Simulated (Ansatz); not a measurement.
BW$_{2}$:
```cif
data_B2W4
_chemical_formula_sum 'B2 W4'
_space_group_name_H-M_alt 'P 1'
_space_group_IT_number 1
_cell_length_a 4.59563
_cell_length_b 4.59563
_cell_length_c 4.59563
_cell_angle_alpha 105.552
_cell_angle_beta 105.552
_cell_angle_gamma 117.630
loop_
_space_group_symop_operation_xyz
  'x, y, z'
loop_
_atom_site_label
_atom_site_type_symbol
_atom_site_fract_x
_atom_site_fract_y
_atom_site_fract_z
_atom_site_occupancy
B1 B 0.25000 0.25000 0.00000 1
B2 B 0.75000 0.75000 0.00000 1
W1 W 0.66987 0.16987 0.83974 1
W2 W 0.16987 0.33013 0.50000 1
W3 W 0.33013 0.83013 0.16026 1
W4 W 0.83013 0.66987 0.50000 1
```

Relaxed with r²SCAN.

Q: Tabulate the valence density and the electron localisation function along the shortest B–W contact (2.38 Å), r²SCAN (plane waves, PAW; program Ansatz).

A: 

```csv
distance from B (Å),density (e/Å³),ELF
0.24,0.45,0.02
0.36,0.60,0.14
0.48,0.67,0.37
0.60,0.66,0.56
0.71,0.59,0.66
0.83,0.52,0.65
0.95,0.47,0.56
1.07,0.44,0.41
1.19,0.45,0.25
1.31,0.53,0.18
1.43,0.80,0.24
1.55,1.43,0.42
1.67,2.48,0.62
1.79,3.80,0.71
1.91,4.95,0.67
2.03,5.35,0.49
2.14,4.86,0.20
```

The density is the valence pseudo-density with augmentation charge, so density and ELF within about 1 Å of a nucleus are not all-electron values.

Space group I4/mcm. The workflow started from an entry of the Crystallography Open Database (COD). Whether it is the stable phase at ambient conditions was not checked. Symmetry was held in the r²SCAN relaxation; its stability against distortions is not shown here. The run is not spin-polarised. Spin–orbit coupling is left out wherever it is not named.

Potentials: the later of the program's two PAW sets.
